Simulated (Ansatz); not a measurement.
Starting cell, Ru (hcp, Mg type):

```
CELL_PARAMETERS angstrom
      2.72216     0.00000     0.00000
     -1.36108     2.35746     0.00000
      0.00000     0.00000     8.58166
ATOMIC_POSITIONS crystal
  Ru 0.33333 0.66667 0.37500
  Ru 0.33333 0.66667 0.87500
  Ru 0.66667 0.33333 0.12500
  Ru 0.66667 0.33333 0.62500
```

A phonon eigenvector at A = (0.0, 0.0, 0.5) is frozen into this cell: atom i moves by Q times the vector below, so Q is the largest atomic displacement, in Å. The cell is held. It is one choice among 4 degenerate patterns. (q is in reciprocal vectors of the primitive cell; the cell shown is doubled to hold the pattern.)

```tsv
atom	x	y	z
Ru1	0.000	1.000	0.000
Ru2	0.000	-1.000	0.000
```

Atoms not listed stay in place.

These are PBE (plane waves to 420 eV, PAW, scalar-relativistic; Ansatz, a quantum-chemistry and plane-wave program) values and carry that method's errors. k mesh 20×20×6 (Γ-centred), Fermi-Dirac smearing 0.05 eV. E stands for the smeared free energy. With partly filled bands, energies and forces of such displacements shift with the k mesh and the smearing. Ru is run without spin polarisation. Ru was relaxed with its symmetry unable to fall. ΔE is measured from the undisplaced structure.

Predict the ΔE (meV/cell) at Q (Å) = -0.033, 0.017, 0.033, 0.067, 0.083.


```tsv
Q (Å)	ΔE (meV/cell)
-0.033	8
0.017	2
0.033	8
0.067	30
0.083	47
```

(A displaced cell: forces are minus the slopes of the energy, force constants its curvatures, and phonons follow from these.)
